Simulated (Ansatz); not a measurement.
Input:

PtSe2:
```
CELL_PARAMETERS angstrom
      3.77329     0.00000     0.00000
     -1.88665     3.26777     0.00000
      0.00000     0.00000     4.81647
ATOMIC_POSITIONS crystal
  Se 0.33333 0.66667 0.26546
  Se 0.66667 0.33333 0.73454
  Pt 0.00000 0.00000 0.00000
```

This is the PBE+D3(BJ)-relaxed structure.

Task: All from PBE+D3(BJ) (plane waves, PAW; program Ansatz), unless another level is named. Estimate the electronic character.

Result: metallic (no gap).

Task: Give the density of states at the Fermi level.

Result: 0.19 states/eV per atom (mean over ±0.08 eV).

Task: What about the formation energy from the elements (no fitted shifts)?

Result: -0.38 eV/atom.

Task: Give the Z2 indices of the occupied bands with spin–orbit coupling.

Result: 0;(000).

Task: What about the gap with spin–orbit coupling?

Result: none (metallic).

Space group P-3m1 (CdI2 type). The PBE+D3(BJ) relaxation kept the symmetry of its start; of distortions, only those at the zone centre were tested. No spin polarisation was allowed. The references are the lowest solids computed at this level, not always the standard phases. Scalar-relativistic: spin–orbit coupling is off unless named, which matters more the heavier the elements.

Potentials: the later of the program's two PAW sets.
